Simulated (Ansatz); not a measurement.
# MgNb4VO12: a ladder of calculations

Cell of run 1: a computed structure from the Materials Project (it need not be an observed phase), atoms as given.

```cif
data_structure
_symmetry_space_group_name_H-M 'P 1'
_symmetry_Int_Tables_number 1
_cell_length_a 5.2941
_cell_length_b 5.7341
_cell_length_c 7.6686
_cell_angle_alpha 84.690
_cell_angle_beta 89.683
_cell_angle_gamma 89.815
_cell_volume 231.79
loop_
_atom_site_label
_atom_site_type_symbol
_atom_site_fract_x
_atom_site_fract_y
_atom_site_fract_z
_atom_site_occupancy
Mg1 Mg 0.00088 0.41845 0.21352 1
Nb2 Nb 0.98434 0.98618 0.01455 1
Nb3 Nb 0.51045 0.51188 0.49296 1
Nb4 Nb 0.01712 0.98820 0.51241 1
Nb5 Nb 0.49099 0.50996 0.99380 1
V6 V 0.00031 0.41284 0.70704 1
O7 O 0.70695 0.24923 0.57789 1
O8 O 0.91061 0.06274 0.26928 1
O9 O 0.68646 0.83831 0.97274 1
O10 O 0.81811 0.71715 0.57795 1
O11 O 0.17785 0.71303 0.08633 1
O12 O 0.63957 0.52842 0.26250 1
O13 O 0.36940 0.53310 0.76177 1
O14 O 0.81520 0.35495 0.96190 1
O15 O 0.18359 0.35973 0.45699 1
O16 O 0.28822 0.25589 0.07698 1
O17 O 0.09650 0.05506 0.76990 1
O18 O 0.31535 0.83749 0.46910 1
```

Atoms are numbered from 1 in the order listed; like atoms form one site, named after its first atom.

All runs are DFT with Ansatz 0.2.0 (plane waves and PAW, scalar-relativistic unless spin–orbit coupling is named, Γ-centred meshes, Fermi–Dirac smearing where given) in this cell. Start moments of run 1 as typed (μB): 3 on each V, none on the rest.

Run 1: PBE, with a start moment, atoms as given; 420 eV, 5×4×3 k-points, smearing 0.02 eV.
Run 2: r2SCAN, with a start moment, atoms as given; 500 eV, 5×4×3 k-points, smearing 0.02 eV.
Run 3: PBE+U, with a start moment, atoms as given; 420 eV, 5×4×3 k-points, smearing 0.02 eV (U = 4.1 eV on V d).

```json
{"run": "1", "O7 V_zz (η)": "-3.65 (0.37)", "O15 V_zz (η)": "-2.75 (0.36)", "O17 V_zz (η)": "-4.02 (0.39)", "absolute moment (μB)": "3.2"}
{"run": "2", "O7 V_zz (η)": "-3.50 (0.14)", "O15 V_zz (η)": "-2.62 (0.41)", "O17 V_zz (η)": "-3.86 (0.64)", "absolute moment (μB)": "3.1"}
{"run": "3", "O7 V_zz (η)": "?", "O15 V_zz (η)": "?", "O17 V_zz (η)": "?", "absolute moment (μB)": "?"}
```

V_zz in 10²¹ V/m²; 3 of the 18 sets of like atoms are followed.

Problem. Estimate the row of run 3.

Solution. O7: -3.28 (0.19); O15: -2.57 (0.56); O17: -3.54 (0.93); absolute moment (μB): 3.1. It lies nearest to run 2, from whose tensors on these sites it differs by 0.63 at most (largest principal value of the difference, on O7). Taken one at a time, the Hubbard term moves the tensors on these sites by up to 1.23 (largest principal value of the change, on O17), the functional (r2SCAN with its higher cutoff) by 0.61 (O17). On O7 V_xx and V_yy change places between runs (or their axes turn by over 50°), so η hides a larger change.

Without spin–orbit coupling (the program notes it for Nb) the gradients can shift somewhat, as the gap is small. The magnetic order is the one that the run reached from its start moments, not necessarily the measured one. Without spin–orbit coupling (the program notes it for Nb) the gradients are little affected as a rule: paired runs on crystals with a gap mostly move them by under 2 % at such atoms. For runs 1, 2, 3: All moments are parallel here, as the start or the cell imposes; many such compounds order antiparallel, where fields and spin densities carried over to other atoms largely cancel. In run 2 the program didn't check the stability of the electronic state in full, so a lower one may lie near. In run 1 the gap is small for the k-mesh or the smearing, and small gradients can still move by 0.1 × 10²¹ V/m² or more. In runs 1, 2, 3 the atoms aren't at the calculated equilibrium (largest force 0.55, 0.72, 0.61 eV/Å). The cell isn't the equilibrium one in runs 1, 2 (calculated pressure -5, -9 GPa), and the entry's cell may itself be off.
